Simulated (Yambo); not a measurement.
Yambo run on CaCd2P2 (space group P-3m1, No. 164). The wavefunctions are PBEsol (Quantum ESPRESSO, PseudoDojo norm-conserving, 102 Ry, with spin-orbit coupling) ones on a 3×3×2 mesh (60 occupied bands); a = b = 4.2923 Å, c = 7.0555 Å, α = β = 90.00°, γ = 120.00°.

Yambo input:

```
rim_cut
gw0
dyson
el_el_corr
HF_and_locXC
ppa
em1d
RandQpts= 1000000
RandGvec= 1 Ry
EXXRLvcs= 102 Ry
VXCRLvcs= 408 Ry
Chimod= "HARTREE"
% BndsRnXp
 19 | 262 |
%
NGsBlkXp= 6 Ry
% LongDrXp
 1.0 | 1.0 | 1.0 |
%
PPAPntXp= 27.2114 eV
% GbndRnge
 1 | 180 |
%
GTermKind= "none"
DysSolver= "n"
ExtendOut
% QPkrange
 1 | 1 | 60 | 61 |
%
```

k points by index: 1 = Γ.

Resulting energies as the program prints them:

```
#    K-point    Band    Eo [eV]    E [eV]    E-Eo [eV]    Vxc [eV]    Vnlxc [eV]    Sc|Eo [eV]    Sc|E [eV]    dSc/dw|Eo [eV]    Re(Z)    Im(Z)
#
    1    60    0.000000    -0.095887    -0.095887    -13.14911    -15.06378    1.792170    1.818783    -7.545769    0.782897    -0.001496
    1    61    0.730629    1.277895    0.547266    -10.82648    -6.631669    -3.507634    -3.647543    -6.955121    0.796432    -0.001403
```
(The two width columns are left out.) Convergence of these settings isn't established.

Geometry of the Materials Project entry, not relaxed at this level.
